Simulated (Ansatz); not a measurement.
Ba₂F in space group R-3m (No. 166; Ba on 6c, F on 3a) at seven volumes, DFT-PBE in the program Ansatz with PAW potentials, shape and atoms relaxed at each. One row is withheld.

```csv
V (Å³/atom),P (GPa)
33.896,1.89
35.013,?
36.130,0.54
37.248,0.00
38.365,-0.47
39.483,-0.85
40.600,-1.17
```

### Question
Fit the shown pressures and predict the withheld one.

### Answer
Third-order Birch–Murnaghan: P = (3/2)B₀(x^(7/2) − x^(5/2))[1 + (3/4)(B′ − 4)(x − 1)] with x = (V₀/V)^(2/3). Least squares on the six rows gives V₀ = 37.242 Å³/atom, B₀ = 16.41 GPa, B′ = 4.30. At V = 35.013, x = 1.0420 and P = 1.16 GPa. The run itself gave 1.17 GPa.

The start of the workflow was typed in or built on a structure type; neither database checked (COD, Materials Project) lists it. Whether it is the stable phase at ambient conditions was not checked. Symmetry was held in the PBE relaxation; its stability against distortions is not shown here. Spin–orbit coupling is left out wherever it is not named.

Potentials: the earlier of the program's two PAW sets.
